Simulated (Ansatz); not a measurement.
GaBi (rock salt), relaxed with PBE (Ansatz, an electronic-structure program, plane waves, PAW): a = 5.998 Å, b = 5.998 Å, c = 5.998 Å, α = 90.00°, β = 90.00°, γ = 90.00°.

| Quantity | Value |
|---|---|
| ΔH_f (eV/atom) | 0.12 |
| B₀ by P(V) fit (GPa) | 47.6 |

The same phase is relaxed and computed with PBEsol in the same code. What are the cell and these values now?

a = b = c = 5.8859 Å, α = β = γ = 90.00°.

- ΔH_f (eV/atom): 0.10
- B₀ by P(V) fit (GPa): 56.3

Constructed cells (a structure type filled with these elements, in neither database checked): GaBi, rock salt. All cells were relaxed under the symmetry of their starts (and spin orders); stability against distortions was not tested throughout. Scalar-relativistic: spin–orbit coupling is off unless named, which matters more the heavier the elements.

Potentials: the later of the program's two PAW sets.

Ansatz is a plane-wave DFT program.

Formation energies count from the lowest solids of the elements computed at the same level, not from gases.
